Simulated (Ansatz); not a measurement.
A geometry of Ge(SbTe$_{2}$)$_{2}$ away from equilibrium: step 2 of the relaxation of a generated cell, Ge(SbTe2)2 placed in the GeSb2Te4 structure type. The numbers are results of PBEsol (plane waves to 420 eV, PAW, scalar-relativistic; Ansatz, a first-principles code), not measurements. Γ-centred k-mesh 6×6×6 on the run's cell (coarser than for final values), Fermi–Dirac smearing 0.05 eV. The plane waves were selected for a different cell earlier on the path.

```
Ge(SbTe2)2
1.0
    2.10983     1.21811    13.55192
   -2.10983     1.21811    13.55192
    0.00000    -2.43623    13.55192
Ge Sb Te
1 2 4
Direct
  0.00000   0.00000   0.00000
  0.42263   0.42263   0.42263
  0.57737   0.57737   0.57737
  0.13297   0.13297   0.13297
  0.86703   0.86703   0.86703
  0.29212   0.29212   0.29212
  0.70788   0.70788   0.70788
```

Problem. Give the Cartesian forces on all atoms (eV/Å).

Solution. 
| atom | Fx | Fy | Fz |
|---|---|---|---|
| Ge1 | 0.00 | 0.00 | 0.00 |
| Sb2 | 0.00 | 0.00 | 0.43 |
| Sb3 | 0.00 | 0.00 | -0.43 |
| Te4 | 0.00 | 0.00 | -0.30 |
| Te5 | 0.00 | 0.00 | 0.30 |
| Te6 | 0.00 | 0.00 | 0.15 |
| Te7 | 0.00 | 0.00 | -0.15 |

The path ends in R-3m (No. 166). No spin polarisation in the result.

The run could not lose the symmetry of its start.

The first start was generated by placing the elements on the sites of a structure type. Materials Project lists a structure of Ge(SbTe2)2 in the same space group, R-3m (No. 166); the sites were not compared with it, nor with measured phases.
